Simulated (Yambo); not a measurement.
```
KSO2F
1.0
    4.70904     0.00000     0.00000
    0.00000     5.81600     0.00000
   -2.25087     0.00000     6.78779
O F S K
4 2 2 2
Direct
  0.33454   0.53978   0.69242
  0.66546   0.46022   0.30758
  0.66546   0.03978   0.30758
  0.33454   0.96022   0.69242
  0.19105   0.25000   0.11703
  0.80895   0.75000   0.88297
  0.39945   0.75000   0.81538
  0.60055   0.25000   0.18462
  0.15647   0.75000   0.28936
  0.84353   0.25000   0.71064
```

Response from Yambo on LDA (pw.x of Quantum ESPRESSO, ONCV potentials, no spin-orbit coupling) bands: 4×4×2 mesh, 143 bands, 3 Ry local-field block, 0.2 eV broadening.

Problem. Give the static electronic dielectric constant without and with local fields along each axis.

Solution. 
```json
[
 {"field along": "x", "ε(0), independent particles": "2.71", "ε(0), RPA with local fields": "2.28", "refractive index √ε": "1.51"},
 {"field along": "y", "ε(0), independent particles": "2.87", "ε(0), RPA with local fields": "2.26", "refractive index √ε": "1.50"},
 {"field along": "z", "ε(0), independent particles": "2.45", "ε(0), RPA with local fields": "2.06", "refractive index √ε": "1.43"}
]
```
Electronic (clamped-ion) response only. LDA gaps are usually too small, which raises these values. Convergence of the RPA response with its 4×4×2 mesh was not tested. x, y and z are Cartesian axes of the cell as given.

Geometry of the Materials Project entry, not relaxed at this level.
